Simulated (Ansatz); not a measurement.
Molecular dynamics on a 1×2×2 supercell (24 atoms) of TiO₂ (P4_2/mnm), relaxed with r2SCAN. Forces come from PBE in the PAW code Ansatz: a Nosé-Hoover thermostat at fixed volume, 200 K, steps of 3 fs. Spin polarisation is off, nuclei are classical, and the run is far too short for thermal averages.

```yaml
crystal:
  lattice:
    - [4.5968460062, 0.0, 0.0]
    - [0.0, 9.1936920124, 0.0]
    - [0.0, 0.0, 5.9070030029]
  atoms:
    - { symbol: Ti, position: [0.0, 0.0, 0.0] }
    - { symbol: Ti, position: [0.5, 0.25, 0.25] }
    - { symbol: O, position: [0.3046430012, 0.1523215006, 0.0] }
    - { symbol: O, position: [0.1953569988, 0.4023215006, 0.25] }
    - { symbol: O, position: [0.6953569988, 0.3476784994, 0.0] }
    - { symbol: O, position: [0.8046430012, 0.0976784994, 0.25] }
    - { symbol: Ti, position: [0.0, 0.0, 0.5] }
    - { symbol: Ti, position: [0.5, 0.25, 0.75] }
    - { symbol: O, position: [0.3046430012, 0.1523215006, 0.5] }
    - { symbol: O, position: [0.1953569988, 0.4023215006, 0.75] }
    - { symbol: O, position: [0.6953569988, 0.3476784994, 0.5] }
    - { symbol: O, position: [0.8046430012, 0.0976784994, 0.75] }
    - { symbol: Ti, position: [0.0, 0.5, 0.0] }
    - { symbol: Ti, position: [0.5, 0.75, 0.25] }
    - { symbol: O, position: [0.3046430012, 0.6523215006, 0.0] }
    - { symbol: O, position: [0.1953569988, 0.9023215006, 0.25] }
    - { symbol: O, position: [0.6953569988, 0.8476784994, 0.0] }
    - { symbol: O, position: [0.8046430012, 0.5976784994, 0.25] }
    - { symbol: Ti, position: [0.0, 0.5, 0.5] }
    - { symbol: Ti, position: [0.5, 0.75, 0.75] }
    - { symbol: O, position: [0.3046430012, 0.6523215006, 0.5] }
    - { symbol: O, position: [0.1953569988, 0.9023215006, 0.75] }
    - { symbol: O, position: [0.6953569988, 0.8476784994, 0.5] }
    - { symbol: O, position: [0.8046430012, 0.5976784994, 0.75] }
kpoints:
  mp_grid: { grid: [4, 2, 2] }
hamiltonian:
  xc: pbe
scf:
  occupations: { method: fermi_dirac, width: 0.02 }
md:
  ensemble: nvt_nose_hoover
  temperature: 200
  timestep: 3.0
  n_steps: 30
  initial_velocities: maxwell_boltzmann
  seed: 8292
```

Command: `ansatz run input.yaml --threads 4 --pin off --max-ram 5529MiB --backend cpu --events-out ev --progress --plain --runs-dir out`.

Problem. It ran on 4 threads of Arm Neoverse V1, on a shared host. About how long did it take, and what peak of host memory did it reach?

Solution. About 3.3 min, with a peak of 1.1 GiB.

```tsv
step	t (fs)	T (K)	free energy F from step 0 (meV/atom)	kinetic energy (meV/atom)	largest force (eV/Å)
0	0	200	0.0	24.8	0.06
1	3	190	1.2	23.6	0.50
2	6	164	4.5	20.4	0.90
3	9	131	8.7	16.2	1.20
4	12	101	12.5	12.5	1.35
5	15	82	14.9	10.2	1.33
6	18	77	15.6	9.5	1.16
7	21	82	15.0	10.1	1.00
8	24	91	13.8	11.3	0.90
9	27	101	12.6	12.6	0.89
10	30	108	11.8	13.4	0.85
11	33	111	11.6	13.8	0.78
12	36	110	11.8	13.7	0.88
13	39	107	12.4	13.3	0.92
14	42	102	13.1	12.7	0.94
15	45	98	13.8	12.2	1.06
16	48	96	14.2	11.9	1.12
17	51	97	14.2	12.0	1.10
18	54	101	13.9	12.5	1.04
19	57	106	13.4	13.2	0.95
20	60	110	13.2	13.6	0.93
21	63	109	13.5	13.5	1.04
22	66	103	14.5	12.7	1.25
23	69	94	15.9	11.6	1.48
24	72	86	17.1	10.6	1.60
25	75	83	17.6	10.3	1.55
26	78	88	17.3	10.9	1.31
27	81	98	16.2	12.1	0.94
28	84	110	15.0	13.6	1.00
29	87	120	13.9	14.9	0.97
30	90	127	13.4	15.7	1.04
```

The temperature starts at 200 K, is lowest at step 6 (77 K, 18 fs) and ends at 127 K. The thermostat hasn't had time to restore it. The atoms start on their lattice sites with kinetic energy alone, so much of it first passes into potential energy. By the last step the atoms have moved 0.09 Å in the root mean square, the drift of the whole cell taken out, 0.16 Å at most.

Positions (Å) and forces (eV/Å) at step 30:
```
Ti   0.058  -0.008   0.090    -0.481   0.312  -0.543
Ti   2.321   2.311   1.532    -0.029   0.202   0.077
O    1.311   1.458   0.000    -0.042  -0.326  -0.103
O    0.906   3.790   1.461    -0.073  -0.513  -0.211
O    3.090   3.230  -0.027     1.023   0.047   0.158
O    3.622   0.814   1.452     0.127   0.472  -0.069
Ti  -0.002  -0.036   3.015    -0.167   0.423   0.183
Ti   2.320   2.265   4.462    -0.064   0.030  -0.163
O    1.381   1.420   2.933    -0.428  -0.134  -0.208
O    0.915   3.727   4.342    -0.356   0.151   0.403
O    3.223   3.204   2.933    -0.364  -0.392  -0.109
O    3.618   0.881   4.398     0.555  -0.325   0.002
Ti   0.049   4.569  -0.149    -0.037  -0.182   0.563
Ti   2.331   6.910   1.548     0.184  -0.369  -0.253
O    1.388   5.984   0.004    -0.501  -0.001  -0.362
O    0.903   8.292   1.442    -0.073   0.286   0.250
O    3.174   7.780   0.003     0.236   0.133  -0.403
O    3.578   5.502   1.454     0.716  -0.437  -0.093
Ti  -0.001   4.671   2.840    -0.155  -0.094  -0.354
Ti   2.302   6.858   4.510     0.017   0.086   0.052
O    1.289   6.095   2.923     0.214  -0.261   0.334
O    0.935   8.301   4.363    -0.279   0.257   0.645
O    3.238   7.730   2.966     0.092   0.367   0.097
O    3.653   5.459   4.414    -0.113   0.270   0.106
```
